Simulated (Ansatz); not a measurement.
Consider the following.

Relaxed CdSe (wurtzite):

```xyz
4
Lattice="4.3827 0.0000 0.0000 -2.1914 3.7955 0.0000 0.0000 0.0000 7.1545" Properties=species:S:1:pos:R:3 pbc="T T T"
Cd     2.1914     1.2652     0.0034
Cd     0.0000     2.5304     3.5806
Se     2.1914     1.2652     4.4696
Se     0.0000     2.5304     0.8924
```

In this cell atom 4 (Se, nearest neighbour Cd at 2.682 Å; its periodic images, 4.4 Å or more away, move with it) is moved by s along Cartesian [111], unit vector (0.577, 0.577, 0.577); all other atoms and the cell stay fixed.

Computed with PBE (plane waves to 420 eV, PAW, scalar-relativistic; Ansatz, a quantum-chemistry and plane-wave program). k mesh 7×7×4 (Γ-centred), Fermi-Dirac smearing 0.05 eV. E stands for the smeared free energy. Left out: 1 of 11 points, with atoms too close for the PAW data. CdSe was relaxed with its symmetry unable to fall. The zero of ΔE is the undisplaced structure.

The scan covers s from -0.640 to 0.800 Å in 10 points.

Problem. Is this a single well or a double well?

Solution. A single well with its minimum at or next to zero displacement.

Problem. Is the energy the same for displacements of ±0.640 Å, and if not, which side lies higher?

Solution. Not even: the negative side lies higher at ±0.640 Å. With its periodic images moving along, the atom's site symmetry in this cell is 3m..

Problem. What is the energy change at s = 0.800 Å?

Solution. 979 meV/cell.

Problem. What force acts on the atom along the line at s = -0.640 Å?

Solution. 8.44 eV/Å.

Problem. What is the force constant k = d²E/ds² of this move at s = 0?

Solution. 5.04 eV/Å².

(A displaced cell: forces are minus the slopes of the energy, force constants its curvatures, and phonons follow from these.)
